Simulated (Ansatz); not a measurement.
Relaxed-ion elastic tensor of CdI₂ (CdI2 type, P-3m1) in GPa (Voigt order), plane-wave PAW PBE+D3(BJ) (Ansatz code); density 5.72 g/cm³, 35.46 Å³ per atom.

```
42.0  15.5   8.6  -1.2   0.0   0.0
15.5  42.0   8.6   1.2   0.0   0.0
 8.6   8.6  21.3   0.0   0.0   0.0
-1.2   1.2   0.0   5.5   0.0   0.0
 0.0   0.0   0.0   0.0   5.5  -1.2
 0.0   0.0   0.0   0.0  -1.2  13.3
```

Is the crystal mechanically stable?

Yes: the smallest eigenvalue of C is 5.3 GPa.

Work out the Voigt, Reuss and Hill averages.

K_V = 19.0, K_R = 16.4, K_H = 17.7; G_V = 9.7, G_R = 7.9, G_H = 8.8 GPa.

Give Young's modulus, Poisson's ratio, Pugh's ratio and the universal anisotropy index.

E = 9KG/(3K + G) = 22.7 GPa; ν = 0.29; K/G = 2.00 (ductile by the Pugh limit of 1.75); A_U = 5G_V/G_R + K_V/K_R − 6 = 1.27.

Estimate the sound speeds and the Debye temperature.

v_l = √((K + 4G/3)/ρ) = 2270 m/s, v_t = √(G/ρ) = 1240 m/s, mean 1390 m/s; Θ = (h/k)(3n/4πV)^(1/3) v_m = 126 K.

How much does each axis shrink under pressure?

Linear compressibilities β_i = Σ_j S_ij (j = 1 to 3): x 12, y 12, z 37 per TPa.

The PBE+D3(BJ) relaxation kept the symmetry of its start; phonons on a q-mesh show no instability. Scalar-relativistic: spin–orbit coupling is off unless named, which matters more the heavier the elements.

Potentials: the later of the program's two PAW sets.
